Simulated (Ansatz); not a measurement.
HfO2 with Bi replacing Hf: gradients before and after relaxing the atoms

Start: a supercell of HfO2 (fluorite type, Fm-3m) built from an entry of the Crystallography Open Database (COD), with all atoms left at the host's positions.

Space group Fm-3m (No. 225); a = 10.2300 Å.

```csv
site,Wyckoff,site symmetry,x,y,z
Bi,4a,m-3m,0.0000,0.0000,0.0000
Hf2,24d,m.mm,0.2500,0.2500,0.0000
Hf8,4b,m-3m,0.5000,0.5000,0.5000
O9,32f,.3m,0.1250,0.1250,0.1250
O12,32f,.3m,0.6250,0.3750,0.3750
```

One atom of each set is listed; the run and its k-mesh use a cell of 24 atoms with edges of 7.23, 7.23, 7.23 Å.

Method: Kohn–Sham DFT in Ansatz, PBE, plane waves and PAW, scalar-relativistic, 420 eV cutoff, Γ-centred 3×3×3 k-points, Fermi–Dirac smearing 0.01 eV, cell charge -1.

The largest force at the start is 2.7 eV/Å. Relaxing the ions at fixed cell moves them by 0.135 Å at most (atom 24, O) and 0.081 Å rms.

```
site  moved (Å)              first shell before               first shell after  V_zz before (10²¹ V/m²)  η before
  Bi      0.000                   8 O at 2.21 Å                   8 O at 2.35 Å                     0.00         –
 Hf2      0.000                   8 O at 2.21 Å              8 O at 2.17–2.23 Å                     3.18      0.23
  O9      0.135  1 Bi at 2.21 Å, 3 Hf at 2.21 Å  3 Hf at 2.17 Å, 1 Bi at 2.35 Å                    -0.20      0.00
 O12      0.038                  4 Hf at 2.21 Å             4 Hf at 2.18–2.23 Å                    -0.39      0.00
```

Question: How do the gradients change?

Answer: 

```csv
site,V_zz after,η after,change of V_zz
Bi,0.00,–,0.00
Hf2,6.79,0.78,+3.61
O9,0.22,0.00,+0.42
O12,-1.30,0.00,-0.91
```

The largest change of V_zz is on Hf2, from 3.18 to 6.79. Small gradients that grow severalfold: O12 (-0.39 to -1.30). In per cent, |V_zz| changes by +113 on Hf (all sites that start above 0.5). On Hf2 V_xx and V_yy change places (or their axes turn by over 50°), so the two values of η hide a larger change. V_zz changes sign on O9 (same axis). Other sites without a gradient aren't listed.

The defect repeats with the cell of 24 atoms, so it feels its images: sites between two images don't show the values beside a lone defect, and zeros or small values of η there can come from the images' arrangement. This high-symmetry form of HfO2 is unstable when cold, to shifts of the oxygen columns, towards the tetragonal form. The symmetry of the cell holds that distortion back, wholly or in part, and it would change the field gradients, the more the larger the distortion. A uniform background compensates the cell's charge. Without spin–orbit coupling the gradients at and beside Bi and Hf can be off by some per cent, at some sites by more.
Before: The neighbours have not yet relaxed around the defect (largest force 2.7 eV/Å), so a real crystal will differ.
After: The relaxation keeps the site symmetry m-3m of the start, so the impurity can't leave its site; a start off the site could end lower.
